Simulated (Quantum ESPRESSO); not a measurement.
# Si3TiO7F: input and log of a self-consistent run

A calculation, not a measurement. The program is pw.x of Quantum ESPRESSO 7.5 (plane-wave density functional theory). The cell is made up: 12 atoms on a fluorite lattice, with randomly drawn elements, strain and displacements, not relaxed. PseudoDojo standard norm-conserving files (v0.5 for PBE, v0.4.1 for LDA and PBEsol) set the functional; there is no spin polarisation, spin-orbit coupling or dispersion term, and the masses in the input are unused placeholders. A spin-polarised start on this cell or one of its family kept no moment.

Input:

```
&control calculation='scf', pseudo_dir='./dojo.nc.sr.pbe.v0_5.standard.upf', outdir='./o', disk_io='low', tprnfor=.true., tstress=.true. /
&system ibrav=0, nat=12, ntyp=4, nbnd=47, ecutwfc=84.00895049, nosym=.true., tot_charge=0,
 occupations='smearing', smearing='fd', degauss=0.0073498644
/
&electrons conv_thr=7.350e-09, electron_maxstep=60, /
ATOMIC_SPECIES
F 1.0 F.upf
O 1.0 O.upf
Si 1.0 Si.upf
Ti 1.0 Ti.upf
CELL_PARAMETERS angstrom
4.7508 -0.0354 -0.0694
-0.0354 4.7337 0.0522
-0.0694 0.0522 4.7197
ATOMIC_POSITIONS angstrom
Si -0.0946 -0.0441 0.0288
Si -0.0466 2.3958 2.3289
Si 2.382 0.1168 2.3959
Ti 2.3438 2.3539 -0.0316
O 1.1617 1.3479 1.065
O 1.1266 1.2202 3.5115
O 1.1316 3.4187 1.2256
F 1.1076 3.6121 3.545
O 3.5048 1.2852 1.0912
O 3.4131 1.2195 3.547
O 3.5864 3.4997 1.1808
O 3.4979 3.5923 3.5174
K_POINTS automatic
7 7 7 1 1 1
```

The log is shortened where brackets say so; the opening notice, blank lines, dates and the lines on written files are dropped, and the path of the files is cut. It prints rydbergs, bohrs and kilobars, and counts compression as positive stress.

```
     Program PWSCF v.7.5
     Parallel version (MPI & OpenMP), running on       4 processor cores
     Number of MPI processes:                 4
     Threads/MPI process:                     1
     [start-up lines left out]
     bravais-lattice index     =            0
     lattice parameter (alat)  =       8.9789  a.u.
     unit-cell volume          =     715.9934 (a.u.)^3
     number of atoms/cell      =           12
     number of atomic types    =            4
     number of electrons       =        73.00
     number of Kohn-Sham states=           47
     kinetic-energy cutoff     =      84.0090  Ry
     charge density cutoff     =     336.0358  Ry
     scf convergence threshold =      7.3E-09
     mixing beta               =       0.7000
     number of iterations used =            8  plain     mixing
     Exchange-correlation= PBE
                           (   1   4   3   4   0   0   0)
     [axes and pseudopotential details left out]
   Cartesian axes
     site n.     atom                  positions (alat units)
         1        Si     tau(   1) = (  -0.0199098  -0.0092814   0.0060613  )
         2        Si     tau(   2) = (  -0.0098076   0.5042262   0.4901463  )
         3        Si     tau(   3) = (   0.5013218   0.0245820   0.5042473  )
         4        Ti     tau(   4) = (   0.4932822   0.4954078  -0.0066506  )
         5        O      tau(   5) = (   0.2444944   0.2836825   0.2241426  )
         6        O      tau(   6) = (   0.2371071   0.2568064   0.7390393  )
         7        O      tau(   7) = (   0.2381594   0.7195084   0.2579429  )
         8        F      tau(   8) = (   0.2331083   0.7602118   0.7460898  )
         9        O      tau(   9) = (   0.7376292   0.2704865   0.2296568  )
        10        O      tau(  10) = (   0.7183298   0.2566591   0.7465107  )
        11        O      tau(  11) = (   0.7548030   0.7365558   0.2485142  )
        12        O      tau(  12) = (   0.7361770   0.7560447   0.7402810  )
     number of k points=   172  Fermi-Dirac smearing, width (Ry)=  0.0073
     Number of k-points >= 100: set verbosity='high' to print them.
     Dense  grid:    74447 G-vectors     FFT dimensions: (  54,  54,  54)
     Estimated max dynamical RAM per process >     400.49 MB
     Estimated total dynamical RAM >       1.51 GB
     Initial potential from superposition of free atoms
     starting charge      72.9965, renormalised to      73.0000
     Starting wfcs are   54 randomized atomic wfcs
     total cpu time spent up to now is        9.4 secs
     per-process dynamical memory:   362.9 Mb
     Self-consistent Calculation
     iteration #  1     ecut=    84.01 Ry     beta= 0.70
     Davidson diagonalization with overlap
     ethr =  1.00E-02,  avg # of iterations =  2.3
     total cpu time spent up to now is       32.3 secs
     total energy              =    -423.67653690 Ry
     estimated scf accuracy    <       3.09219652 Ry
     iteration #  2     ecut=    84.01 Ry     beta= 0.70
     Davidson diagonalization with overlap
     ethr =  4.24E-03,  avg # of iterations =  2.2
     total cpu time spent up to now is       56.3 secs
     total energy              =    -421.49359935 Ry
     estimated scf accuracy    <      17.38509719 Ry
     iteration #  3     ecut=    84.01 Ry     beta= 0.70
     Davidson diagonalization with overlap
     ethr =  4.24E-03,  avg # of iterations =  5.2
     total cpu time spent up to now is       81.5 secs
     total energy              =    -425.01072979 Ry
     estimated scf accuracy    <       2.51437154 Ry
     iteration #  4     ecut=    84.01 Ry     beta= 0.70
     Davidson diagonalization with overlap
     ethr =  3.44E-03,  avg # of iterations =  2.0
     total cpu time spent up to now is       99.7 secs
     total energy              =    -425.10735939 Ry
     estimated scf accuracy    <       0.61621753 Ry
     iteration #  5     ecut=    84.01 Ry     beta= 0.70
     Davidson diagonalization with overlap
     ethr =  8.44E-04,  avg # of iterations =  7.4
     total cpu time spent up to now is      125.4 secs
     total energy              =    -425.11196498 Ry
     estimated scf accuracy    <       0.16968029 Ry
     [iterations 6 to 9 left out]
     iteration # 10     ecut=    84.01 Ry     beta= 0.70
     Davidson diagonalization with overlap
     ethr =  2.46E-07,  avg # of iterations =  1.6
     total cpu time spent up to now is      240.2 secs
     total energy              =    -425.13542070 Ry
     estimated scf accuracy    <       0.00001137 Ry
     iteration # 11     ecut=    84.01 Ry     beta= 0.70
     Davidson diagonalization with overlap
     ethr =  1.56E-08,  avg # of iterations =  2.2
     total cpu time spent up to now is      261.6 secs
     total energy              =    -425.13542394 Ry
     estimated scf accuracy    <       0.00000322 Ry
     iteration # 12     ecut=    84.01 Ry     beta= 0.70
     Davidson diagonalization with overlap
     ethr =  4.41E-09,  avg # of iterations =  1.3
     total cpu time spent up to now is      279.6 secs
     total energy              =    -425.13542416 Ry
     estimated scf accuracy    <       0.00000041 Ry
     iteration # 13     ecut=    84.01 Ry     beta= 0.70
     Davidson diagonalization with overlap
     ethr =  5.67E-10,  avg # of iterations =  2.0
     total cpu time spent up to now is      299.7 secs
     total energy              =    -425.13542422 Ry
     estimated scf accuracy    <       0.00000003 Ry
     iteration # 14     ecut=    84.01 Ry     beta= 0.70
     Davidson diagonalization with overlap
     ethr =  4.52E-11,  avg # of iterations =  2.1
     total cpu time spent up to now is      321.0 secs
     End of self-consistent calculation
     Number of k-points >= 100: set verbosity='high' to print the bands.
     the Fermi energy is    11.9307 ev
!    total energy              =    -425.13542422 Ry
     estimated scf accuracy    <          1.9E-09 Ry
     smearing contrib. (-TS)   =      -0.00411256 Ry
     internal energy E=F+TS    =    -425.13131167 Ry
     The total energy is F=E-TS. E is the sum of the following terms:
     one-electron contribution =    -109.79159408 Ry
     hartree contribution      =     106.17921666 Ry
     xc contribution           =     -96.88990582 Ry
     ewald contribution        =    -324.62902844 Ry
     convergence has been achieved in  14 iterations
     Forces acting on atoms (cartesian axes, Ry/au):
     atom    1 type  3   force =    -0.05827846    0.05194681    0.06131854
     atom    2 type  3   force =    -0.03964860   -0.04335556   -0.10195701
     atom    3 type  3   force =     0.05124341    0.06487116   -0.04726334
     atom    4 type  4   force =     0.04682086   -0.02835443    0.06078411
     atom    5 type  2   force =    -0.07383642   -0.17008356    0.07140370
     atom    6 type  2   force =    -0.06453419   -0.02345764   -0.08568830
     atom    7 type  2   force =    -0.00563268    0.14832252    0.03332442
     atom    8 type  1   force =    -0.01294602    0.01277395   -0.00254726
     atom    9 type  2   force =     0.05285527   -0.10336817    0.09747004
     atom   10 type  2   force =     0.05476192   -0.04973048   -0.06907956
     atom   11 type  2   force =     0.01186849    0.09165215   -0.00238325
     atom   12 type  2   force =     0.03732642    0.04878327   -0.01538208
     Total force =     0.400319     Total SCF correction =     0.000139
     Computing stress (Cartesian axis) and pressure
          total   stress  (Ry/bohr**3)                   (kbar)     P=        7.66
  -0.00006425   0.00002843  -0.00024362           -9.45        4.18      -35.84
   0.00002843   0.00016564   0.00016492            4.18       24.37       24.26
  -0.00024362   0.00016492   0.00005474          -35.84       24.26        8.05
     init_run     :      8.67s CPU      8.99s WALL (       1 calls)
     electrons    :    311.01s CPU    311.63s WALL (       1 calls)
     forces       :      4.45s CPU      4.46s WALL (       1 calls)
     stress       :     15.99s CPU     15.99s WALL (       1 calls)
     [timing details left out]
     PWSCF        :   5m40.67s CPU   5m41.68s WALL
     JOB DONE.
```

In other units: free energy -5784.262 eV for the cell, pressure 0.77 GPa, largest force component 4.373 eV/Å. A rerun of a related cell, with the same atoms placed differently, at 1437 eV and a 9 x 9 x 9 mesh moved values by no more than 0.002 eV in energy, 0.10 GPa in stress and 0.006 eV/Å in force.